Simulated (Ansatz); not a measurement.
Question: Name crystals whose computed values (plane-wave PAW PBEsol (Ansatz code)) fall in these windows: G_Hill (GPa) 81 to 120; Θ_D (K) 460 to 640; B₀ by P(V) fit (GPa) 130 to 170.

Answer: 

| crystal | G_Hill (GPa) | Θ_D (K) | B₀ by P(V) fit (GPa) |
|---|---|---|---|
| Zr2AlN, P6_3/mmc (Zr on 4f, Al on 2d, N on 2a) | 101 | 546 | 151 |
| AlInN2, chalcopyrite | 82.3 | 548 | 166 |
| ZrP, P6_3/mmc (Zr on 4f, P on 2d, P on 2a) | 86.8 | 496 | 146 |
| Ti2InC, P6_3/mmc (Ti on 4f, In on 2d, C on 2a) | 105 | 548 | 138 |
| AlV, Cmmm (Al on 2a, V on 2c) | 82.2 | 579 | 153 |
Others may fit too.

Standing as an ambient phase not checked: Zr2AlN, P6_3/mmc (Zr on 4f, Al on 2d, N on 2a); AlInN2, chalcopyrite; ZrP, P6_3/mmc (Zr on 4f, P on 2d, P on 2a); Ti2InC, P6_3/mmc (Ti on 4f, In on 2d, C on 2a); AlV, Cmmm (Al on 2a, V on 2c). Perhaps ordered models of mixed-site phases: AlV, Cmmm (Al on 2a, V on 2c). All cells were relaxed under the symmetry of their starts (and spin orders); stability against distortions was not tested throughout. Rows with no word on spin ran without spin polarisation. Spin–orbit coupling is left out wherever it is not named.

Potentials: the later of the program's two PAW sets.
